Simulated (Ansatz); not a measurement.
YGe, first-principles data

YGe:
```cif
data_GeY
_chemical_formula_sum 'Y1 Ge1'
_space_group_name_H-M_alt 'P 1'
_space_group_IT_number 1
_cell_length_a 3.81191
_cell_length_b 3.81191
_cell_length_c 4.04855
_cell_angle_alpha 90.000
_cell_angle_beta 90.000
_cell_angle_gamma 120.000
loop_
_space_group_symop_operation_xyz
  'x, y, z'
loop_
_atom_site_label
_atom_site_type_symbol
_atom_site_fract_x
_atom_site_fract_y
_atom_site_fract_z
_atom_site_occupancy
Y1 Y 0.00000 0.00000 0.00000 1
Ge1 Ge 0.66667 0.33333 0.50000 1
```

Space group P-6m2 (No. 187); conventional cell a = b = 3.8119 Å, c = 4.0486 Å, α = β = 90.00°, γ = 120.00°.

Method: r²SCAN in the plane-wave PAW code Ansatz. The cell and atoms are relaxed at this level. Other levels are named where they apply.

### Cell and energy

```json
{
 "volume_per_atom": "25.47 Å³",
 "density": "5.27 g/cm³",
 "Formation energy from the elements (no fitted shifts)": "-0.54 eV/atom"
}
```

### Electronic structure

```json
{
 "electronic_character": "metallic (no gap)",
 "Density of states at the Fermi level": "0.64 states/eV per atom (mean over ±0.08 eV)"
}
```

### Mechanics

```json
{
 "Bulk modulus (Birch–Murnaghan fit)": "582 kbar",
 "Pressure derivative B′": "2.8"
}
```

The cell is a constructed one: a structure type filled with these elements; neither database checked (COD, Materials Project) lists it. Its standing as an ambient phase is unchecked. Symmetry was held in the r²SCAN relaxation; its stability against distortions is not shown here. No spin polarisation was allowed. The references are the lowest solids computed at this level, not always the standard phases. Scalar-relativistic: spin–orbit coupling is off unless named, which matters more the heavier the elements.

Potentials: the later of the program's two PAW sets.
